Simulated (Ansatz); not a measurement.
CdSe (wurtzite)

```cif
data_Cd2Se2
_chemical_formula_sum 'Cd2 Se2'
_space_group_name_H-M_alt 'P 1'
_space_group_IT_number 1
_cell_length_a 4.38279
_cell_length_b 4.38279
_cell_length_c 7.15602
_cell_angle_alpha 90.000
_cell_angle_beta 90.000
_cell_angle_gamma 120.000
loop_
_space_group_symop_operation_xyz
  'x, y, z'
loop_
_atom_site_label
_atom_site_type_symbol
_atom_site_fract_x
_atom_site_fract_y
_atom_site_fract_z
_atom_site_occupancy
Cd1 Cd 0.66667 0.33333 0.00043 1
Cd2 Cd 0.33333 0.66667 0.50043 1
Se1 Se 0.66667 0.33333 0.62477 1
Se2 Se 0.33333 0.66667 0.12477 1
```

Equation-of-state scan: isotropic scaling of the cell above, V₀ being its volume. The atoms relax within the cell's symmetry.

Method: PBE (plane waves to 420 eV, PAW, scalar-relativistic; Ansatz, a first-principles code). k mesh 9×9×5 (Γ-centred), Fermi-Dirac smearing 0.05 eV. E stands for the smeared free energy. With the shape held, the modulus is that of even scaling; a crystal free to change shape is softer. CdSe was relaxed with its symmetry unable to fall. The zero of ΔE is the relaxed starting cell.

```
V (Å³/atom)  ΔE (meV/atom)
-----------  -------------
27.975                16.7
28.332                10.4
28.689                 5.7
29.046                 2.5
29.404                 0.6
29.761                 0.0
30.118                 0.6
30.475                 2.3
30.832                 5.1
31.189                 8.8
31.546                13.4
```

Q: What bulk modulus at fixed cell shape B₀ follows from a third-order Birch-Murnaghan fit?

A: 44.6 GPa.

Q: What is the fitted pressure derivative B₀′?

A: 4.7.

(Under strain, the slope of the energy per volume gives the stress and its curvature an elastic modulus.)
